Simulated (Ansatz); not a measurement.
**Property card for BaC$_{8}$**

BaC8:
```
CELL_PARAMETERS angstrom
      4.97924     0.00000     0.00000
     -2.48962     4.31215     0.00000
      0.00000     0.00000     5.22271
ATOMIC_POSITIONS crystal
  C  0.16693 0.33386 0.00000
  C  0.16693 0.83307 0.00000
  C  0.66667 0.33333 0.00000
  C  0.66614 0.83307 0.00000
  C  0.33386 0.16693 0.00000
  C  0.33333 0.66667 0.00000
  C  0.83307 0.16693 0.00000
  C  0.83307 0.66614 0.00000
  Ba 0.00000 0.00000 0.50000
```

Space group P6/mmm (No. 191); conventional cell a = 4.979 Å, b = 4.979 Å, c = 5.223 Å, α = 90.00°, β = 90.00°, γ = 120.00°.

Method: PBE+D3(BJ) in the plane-wave PAW code Ansatz. Geometry: relaxed at this level of theory. Other levels are named where they apply.

**Cell and energy**

- Volume per atom = 12.46 Å³
- Density = 3.46 g/cm³
- Formation energy from the elements (no fitted shifts) = -0.069 eV/atom

**Electronic structure**

- Electronic character: metallic (no gap)
- Density of states at the Fermi level: 0.22 states/eV per atom (mean over ±0.08 eV)
- Gap with spin–orbit coupling: none (metallic)

**Mechanics**

- Bulk modulus (Birch–Murnaghan fit): 85.1 GPa
- Pressure derivative B′: 7.6
- Elastic constants (relaxed ions, GPa): C11 = 637, C12 = 92.0, C13 = 17.8, C33 = 112, C44 = 11.6
- Mechanical stability: stable (all eigenvalues of C positive)

**Phonons**

* **Highest zone-centre frequency**: 1420 cm⁻¹
* **Zone-centre stability**: no imaginary mode at Γ

The cell is a constructed one: a structure type filled with these elements; neither database checked (COD, Materials Project) lists it. Whether it is the stable phase at ambient conditions was not checked. The PBE+D3(BJ) relaxation kept the symmetry of its start. As this level gives no gap, shear constants depend on the k-mesh and smearing (Fermi–Dirac, 0.1 eV here). As this level gives no gap, phonon frequencies hold no LO–TO term and depend on the k-mesh and smearing (Fermi–Dirac, 0.1 eV here). The references are the lowest solids computed at this level, not always the standard phases. Scalar-relativistic: spin–orbit coupling is off unless named, which matters more the heavier the elements.

Potentials: the later of the program's two PAW sets.
